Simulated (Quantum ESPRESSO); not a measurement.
```cif
data_F2O2Y2
_chemical_formula_sum 'O2 F2 Y2'
_space_group_name_H-M_alt 'P4/nmm :1'
_space_group_IT_number 129
_space_group_name_Hall 'P 4ab 2ab -1ab'
_cell_length_a 3.83227
_cell_length_b 3.83227
_cell_length_c 5.44666
_cell_angle_alpha 90.000
_cell_angle_beta 90.000
_cell_angle_gamma 90.000
loop_
_space_group_symop_operation_xyz
  'x, y, z'
  '-y+1/2, x+1/2, z'
  '-x, -y, z'
  'y+1/2, -x+1/2, z'
  'x+1/2, -y+1/2, -z'
  '-y, -x, -z'
  '-x+1/2, y+1/2, -z'
  'y, x, -z'
  '-x+1/2, -y+1/2, -z'
  'y, -x, -z'
  'x+1/2, y+1/2, -z'
  '-y, x, -z'
  '-x, y, z'
  'y+1/2, x+1/2, z'
  'x, -y, z'
  '-y+1/2, -x+1/2, z'
loop_
_atom_site_label
_atom_site_type_symbol
_atom_site_symmetry_multiplicity
_atom_site_Wyckoff_symbol
_atom_site_fract_x
_atom_site_fract_y
_atom_site_fract_z
_atom_site_occupancy
O1 O 2 b 0.50000 0.50000 0.50000 1
F1 F 2 a 0.00000 0.00000 0.00000 1
Y1 Y 2 c 0.00000 0.50000 0.28852 1
```

The geometry is that of Materials Project entry mp-10219, symmetrised and not relaxed again.

Q: What does norm-conserving PBEsol (Quantum ESPRESSO, 84 Ry, with spin-orbit coupling) give for the electronic structure near the Fermi level?

A: The PBEsol gap is indirect, 4.95 eV, from 50 % of the way from A to Z to Γ; the smallest direct gap is 5.18 eV. 

The structure is a Materials Project entry; no match was found in the copy of COD used, and its stability was not checked.
